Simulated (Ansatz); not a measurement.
Si₂W in space group P6_222 (No. 180; Si on 6j, W on 3d) under volume change, plane-wave PAW r²SCAN (Ansatz code), shape and atoms relaxed at each volume.

| V (Å³/atom) | E − E(relaxed) (meV/atom) | P (GPa) |
|---|---|---|
| 12.146 | (withheld) | (withheld) |
| 12.547 | 39.8 | 16.85 |
| 12.947 | 9.4 | 7.74 |
| 13.348 | 0.0 | 0.00 |
| 13.748 | 8.4 | -6.57 |
| 14.148 | 32.0 | -12.13 |
| 14.549 | (withheld) | (withheld) |

Q: What belongs in the gaps?

A: 
- 14.549, E − E(relaxed) (meV/atom): 68.4
- 14.549, P (GPa): -16.83
- 12.146, E − E(relaxed) (meV/atom): 95.0
- 12.146, P (GPa): 27.56

Q: What does a third-order Birch–Murnaghan fit give for V₀, B₀ and B′?

A: V₀ = 13.35 Å³/atom, B₀ = 237 GPa, B′ = 4.5.

The workflow started from a Materials Project entry (that database holds measured and hypothetical structures alike); the Crystallography Open Database copy checked does not list it. It is not the phase usual at ambient conditions (space group No. 139). Symmetry was held in the r²SCAN relaxation; phonons on a q-mesh show no instability. The run is not spin-polarised. Scalar-relativistic: spin–orbit coupling is off unless named, which matters more the heavier the elements.

Potentials: the earlier of the program's two PAW sets.
